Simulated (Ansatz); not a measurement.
Total density of states per atom from the program Ansatz at the r²SCAN level (PAW), in 0.25 eV bins, energy from the valence-band maximum:

(E (eV), states/eV/atom): (-7.85, 0.00); (-7.60, 0.02); (-7.35, 0.10); (-7.10, 0.27); (-6.85, 0.18); (-6.60, 0.15); (-6.35, 0.18); (-6.10, 0.33); (-5.85, 0.13); (-5.60, 0.20); (-5.35, 0.62); (-5.10, 0.63); (-4.85, 0.33); (-4.60, 0.73); (-4.35, 0.41); (-4.10, 0.36); (-3.85, 0.58); (-3.60, 0.74); (-3.35, 0.59); (-3.10, 0.70); (-2.85, 0.72); (-2.60, 0.58); (-2.35, 0.76); (-2.10, 0.83); (-1.85, 0.70); (-1.60, 0.60); (-1.35, 0.82); (-1.10, 1.04); (-0.85, 1.12); (-0.60, 0.82); (-0.35, 0.62); (-0.10, 0.14); (0.15, 0.00); (0.40, 0.00); (0.65, 0.00); (0.90, 0.00); (1.15, 0.00); (1.40, 0.00); (1.65, 0.00); (1.90, 0.00); (2.15, 0.00); (2.40, 0.00); (2.65, 0.00); (2.90, 0.00); (3.15, 0.00); (3.40, 0.00); (3.65, 0.00); (3.90, 0.00); (4.15, 0.00); (4.40, 0.00); (4.65, 0.00); (4.90, 0.00); (5.15, 0.00); (5.40, 0.00); (5.65, 0.00); (5.90, 0.02); (6.15, 0.59); (6.40, 0.52); (6.65, 0.21); (6.90, 0.34); (7.15, 0.87); (7.40, 0.57); (7.65, 0.47); (7.90, 0.48); (8.15, 0.33); (8.40, 0.56); (8.65, 0.58); (8.90, 0.28); (9.15, 0.18); (9.40, 0.22); (9.65, 0.33); (9.90, 0.31); (10.15, 0.31); (10.40, 0.64); (10.65, 0.56)

Pick the material that matches.
(A) HfSiO4, I4_1/amd (Hf on 4a, Si on 4b, O on 16h)
(B) HfO2, P2_1/c (Hf on 4e, O on 4e, O on 4e)
(C) GdSi2Ni2, I4/mmm (Gd on 2a, Si on 4e, Ni on 4d)
(D) ZrSi2, Cmcm (Si on 4c, Si on 4c, Zr on 4c)

A, HfSiO4, I4_1/amd (Hf on 4a, Si on 4b, O on 16h). Top 1 eV of the valence band: O 2p 96 %. Bottom 1 eV of the conduction band: Hf 5d 79 %, O 2p 10 %. Projections are on Löwdin-orthogonalised atomic valence shells; empty p or d shells of many metals are not among them.

Symmetry was held in the r²SCAN relaxation. No spin polarisation was allowed. Spin–orbit coupling is left out wherever it is not named.

Potentials: the later of the program's two PAW sets.
